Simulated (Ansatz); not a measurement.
The cell is TiO₂ (anatase); cell and atoms were relaxed with r2SCAN. The symmetry is I4_1/amd (No. 141, tetragonal); a = 3.778 Å, c = 9.583 Å in the conventional setting, 11.40 Å³ an atom. Ti is surrounded by 6 O at 1.93–1.99 Å and 4 Ti at 3.05 Å; O is surrounded by 3 Ti at 1.93–1.99 Å.

```
Ti O
1.0
    -1.88890    1.88890    4.79168
     1.88890   -1.88890    4.79168
     1.88890    1.88890   -4.79168
Ti O
2 4
Direct
  0.75000 0.25000 0.50000
  0.00000 0.00000 0.00000
  0.54271 0.04271 0.50000
  0.79271 0.79271 0.00000
  0.20729 0.20729 0.00000
  0.95729 0.45729 0.50000
```

3 runs of the plane-wave code Ansatz on this cell differ in the functional (and in the settings that go with it). Levels are in eV from each run's valence top; v1 is the last filled band, c1 the first empty one.

Run A, mean stress -2.2 GPa (compression positive):

| point | v2 | v1 | c1 | c2 |
| --- | --- | --- | --- | --- |
| Γ | -0.48 | -0.48 | 3.37 | 4.14 |
| X | -0.05 | -0.05 | 4.62 | 4.62 |
| P | -0.24 | -0.24 | 4.86 | 4.86 |

Run B, mean stress -2.7 GPa (compression positive):

| point | v2 | v1 | c1 | c2 |
| --- | --- | --- | --- | --- |
| Γ | -0.48 | -0.48 | 4.38 | 5.24 |
| X | -0.06 | -0.06 | 5.76 | 5.76 |
| P | -0.25 | -0.25 | 6.00 | 6.00 |

Run C, mean stress -2.6 GPa (compression positive):

| point | v2 | v1 | c1 | c2 |
| --- | --- | --- | --- | --- |
| Γ | -0.49 | -0.49 | 3.64 | 4.48 |
| X | -0.06 | -0.06 | 4.99 | 4.99 |
| P | -0.25 | -0.25 | 5.23 | 5.23 |

Q: Match the runs to r2SCANh, HSE06, PBE0.

A: A is r2SCANh, B is PBE0, C is HSE06. In order of the gap: r2SCANh 3.37, HSE06 3.64, PBE0 4.38 eV.

No spin polarisation and no zero-point or thermal motion.

The program warns that its thresholds are loose for a hybrid's stress.
